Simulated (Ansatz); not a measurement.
Given:

SrTiO$_{3}$ (cubic perovskite)

```xyz
5
Lattice="3.9364 0.0000 0.0000 0.0000 3.9364 0.0000 0.0000 0.0000 3.9364" Properties=species:S:1:pos:R:3 pbc="T T T"
Sr     0.0000     0.0000     0.0000
Ti     1.9682     1.9682     1.9682
O      0.0000     1.9682     1.9682
O      1.9682     1.9682     0.0000
O      1.9682     0.0000     1.9682
```

A phonon eigenvector at Γ is frozen into this cell: atom i moves by Q times the vector below, so Q is the largest atomic displacement, in Å. The cell is held. It is one choice among 3 degenerate patterns.

```csv
atom,x,y,z
Sr1,0.000,0.000,-0.826
Ti2,0.000,0.000,1.000
O3,0.000,0.000,0.586
O4,0.000,0.000,0.360
O5,0.000,0.000,0.586
```

These are PBE (plane waves to 420 eV, PAW, scalar-relativistic; Ansatz, an electronic-structure program) values and carry that method's errors. k mesh 8×8×8 (Γ-centred), Fermi-Dirac smearing 0.05 eV. E stands for the smeared free energy. SrTiO3 is run without spin polarisation. SrTiO3 was relaxed with its symmetry unable to fall. ΔE is measured from the undisplaced structure.

The scan covers Q from -0.280 to 0.280 Å in 13 points.

Question: Is the energy the same for equal positive and negative displacements?

Answer: Even: the same for both signs.

Question: Which space group does the distorted structure have?

Answer: P4mm (No. 99), lowered from Pm-3m.

Question: What is the energy change at Q = 0.280 Å?

Answer: 415 meV/cell.

Question: What harmonic wavenumber does the curvature at Q = 0 give?

Answer: 144 cm⁻¹.

(A displaced cell: forces are minus the slopes of the energy, force constants its curvatures, and phonons follow from these.)
